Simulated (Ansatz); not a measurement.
GaN:
```yaml
crystal:
  lattice:
    - [3.21853, 0.00000, 0.00000]
    - [-1.60927, 2.78733, 0.00000]
    - [0.00000, 0.00000, 5.24321]
  atoms:
    - { symbol: Ga, position: [0.66667, 0.33333, 0.49912] }
    - { symbol: Ga, position: [0.33333, 0.66667, 0.99912] }
    - { symbol: N, position: [0.66667, 0.33333, 0.87588] }
    - { symbol: N, position: [0.33333, 0.66667, 0.37588] }
```

Relaxed with PBE. Special points in fractions of this cell's reciprocal vectors: Γ (0.000, 0.000, 0.000); M (0.500, 0.000, 0.000); K (0.333, 0.333, 0.000); A (0.000, 0.000, 0.500); L (0.500, 0.000, 0.500); H (0.333, 0.333, 0.500).

Q: List the band energies nearest the valence-band maximum at these points for PBE in the plane-wave PAW code Ansatz.

A: In eV from the valence-band maximum; about four levels below and three above (degenerate sets whole), none deeper than 8.9 eV; points with the same levels are listed once.

```csv
k,below,above
Γ,-0.99 -0.99 -0.04 0.00 0.00,1.71 4.07 9.02
M,-4.06 -2.64 -2.11 -0.96,4.98 5.37 5.98
K,-5.08 -2.87 -2.87 -2.62,5.18 7.54 7.54
A,-0.51 -0.51 -0.51 -0.51,4.06 4.06 8.32 8.32
L,-1.87 -1.87 -1.83 -1.83,4.31 4.31 7.58 7.58
H,-4.03 -4.03 -1.42 -1.42,6.23 6.23 7.25 7.25
```

Space group P6_3mc (wurtzite). The PBE relaxation kept the symmetry of its start. Scalar-relativistic: spin–orbit coupling is off unless named, which matters more the heavier the elements.

Potentials: the earlier of the program's two PAW sets.
